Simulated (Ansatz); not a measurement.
Geometry optimisation in Ansatz: input, command and trajectory.

```yaml
crystal:
  lattice:
    - [-1.4785523232, 2.4458373776, 2.7987020426]
    - [1.4785523232, -2.4458373776, 2.7987020426]
    - [1.4785523232, 2.4458373776, -2.7987020426]
  atoms:
    - { symbol: Cr, position: [0.0, 0.0, 0.0] }
    - { symbol: B, position: [0.8551982964, 0.6584957537, 0.1967025427] }
    - { symbol: B, position: [0.1448017036, 0.3415042463, 0.8032974573] }
    - { symbol: B, position: [0.538206789, 0.3415042463, 0.1967025427] }
    - { symbol: B, position: [0.461793211, 0.6584957537, 0.8032974573] }
basis:
  ecutwfc: 500
kpoints:
  mp_grid: { grid: [14, 14, 14] }
hamiltonian:
  xc: r2scan
scf:
  occupations: { method: gaussian, width: 0.1 }
output:
  forces: true
  stress: true
  eigenvalues: true
relax:
  adjacent_minimum: "off"
  f_tol: 0.01
  max_steps: 30
  cell: { stress_tol: 0.1, fix: [volume] }
```

```bash
ansatz run input.yaml --threads 1 --pin off --max-ram 2560MiB --backend cpu --events-out ev --progress --plain --runs-dir out
```

These are results of DFT r2SCAN, scalar-relativistic, plane waves, PAW (Ansatz), not measurements.

The volume is held at 1.1 times that of the relaxed cell.

Of 5 frames 4 are shown, positions in Å and forces in eV/Å; the SCF threshold varies from step to step. Steps run on the plane waves of an earlier cell, with a Pulay correction in the pressure. The basis is chosen afresh for the last frame, the zero of the energies, and at times for earlier ones too; energy and pressure can step there, also at an unchanged geometry. Where two frames share a geometry here, they differ by under 2 meV/atom and 0.3 GPa. Spin polarisation was left out; whether the Cr atoms would carry moments isn't shown by this run.

```xyz
5
Lattice="-1.4786 2.4458 2.7987 1.4786 -2.4458 2.7987 1.4786 2.4458 -2.7987" Properties=species:S:1:pos:R:3:forces:R:3 pbc="T T T" step=1 free_energy_over_end_meV_per_atom=0.53 pressure_GPa=-22.61
Cr    0.0000    0.0000    0.0000    0.0000    0.0000    0.0000
B     0.0000    0.9622    3.6859    0.0000    0.0168    0.0312
B     1.4786    1.4836   -0.8872    0.0000   -0.0168   -0.0312
B     0.0000    0.9622    1.9115    0.0000    0.0168   -0.0312
B     1.4786    1.4836    0.8872    0.0000   -0.0168    0.0312
5
Lattice="-1.4831 2.4469 2.7888 1.4831 -2.4469 2.7888 1.4831 2.4469 -2.7888" Properties=species:S:1:pos:R:3:forces:R:3 pbc="T T T" step=2 free_energy_over_end_meV_per_atom=0.05 pressure_GPa=-22.18
Cr    0.0000    0.0000    0.0000    0.0000    0.0000    0.0000
B     0.0000    0.9642    3.6741    0.0000    0.0102    0.0287
B     1.4831    1.4828   -0.8853    0.0000   -0.0102   -0.0287
B     0.0000    0.9642    1.9035    0.0000    0.0102   -0.0287
B     1.4831    1.4828    0.8853    0.0000   -0.0102    0.0287
5
Lattice="-1.4831 2.4499 2.7855 1.4831 -2.4499 2.7855 1.4831 2.4499 -2.7855" Properties=species:S:1:pos:R:3:forces:R:3 pbc="T T T" step=3 free_energy_over_end_meV_per_atom=0.01 pressure_GPa=-22.04
Cr    0.0000    0.0000    0.0000    0.0000    0.0000    0.0000
B     0.0000    0.9654    3.6705    0.0000    0.0115    0.0149
B     1.4831    1.4845   -0.8850    0.0000   -0.0115   -0.0149
B     0.0000    0.9654    1.9004    0.0000    0.0115   -0.0149
B     1.4831    1.4845    0.8850    0.0000   -0.0115    0.0149
5
Lattice="-1.4835 2.4493 2.7855 1.4835 -2.4493 2.7855 1.4835 2.4493 -2.7855" Properties=species:S:1:pos:R:3:forces:R:3 pbc="T T T" step=5 free_energy_over_end_meV_per_atom=0.00 pressure_GPa=-22.03
Cr    0.0000    0.0000    0.0000    0.0000    0.0000    0.0000
B     0.0000    0.9657    3.6709    0.0000    0.0059    0.0064
B     1.4835    1.4835   -0.8854    0.0000   -0.0059   -0.0064
B     0.0000    0.9657    1.9001    0.0000    0.0059   -0.0064
B     1.4835    1.4835    0.8854    0.0000   -0.0059    0.0064
```

Time: 3.8 min on 1 thread of Arm Neoverse V1, with other jobs on the host, peak memory 0.74 GiB.